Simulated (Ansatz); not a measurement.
SnMo3C (anti-perovskite, space group No. 221) at seven volumes, r²SCAN in the plane-wave PAW code Ansatz, scaled uniformly. One row is withheld.

```csv
V (Å³/atom),P (GPa)
13.455,27.93
13.899,17.07
14.342,7.84
14.786,0.00
15.230,?
15.673,-12.32
16.117,-17.11
```

### Question
Fit the shown pressures and predict the withheld one.

### Answer
Third-order Birch–Murnaghan: P = (3/2)B₀(x^(7/2) − x^(5/2))[1 + (3/4)(B′ − 4)(x − 1)] with x = (V₀/V)^(2/3). Least squares on the six rows gives V₀ = 14.786 Å³/atom, B₀ = 240.3 GPa, B′ = 4.42. At V = 15.230, x = 0.9805 and P = -6.66 GPa. The run itself gave -6.66 GPa.

Space group Pm-3m (anti-perovskite). The start of the workflow was typed in or built on a structure type; neither database checked (COD, Materials Project) lists it. Whether it is the stable phase at ambient conditions was not checked. The r²SCAN relaxation kept the symmetry of its start; whether a distortion lowers the energy is not shown. The run is not spin-polarised. Its formation energy is positive at this level, so the cell may be metastable or incomplete. Scalar-relativistic: spin–orbit coupling is off unless named, which matters more the heavier the elements.

Potentials: the earlier of the program's two PAW sets.
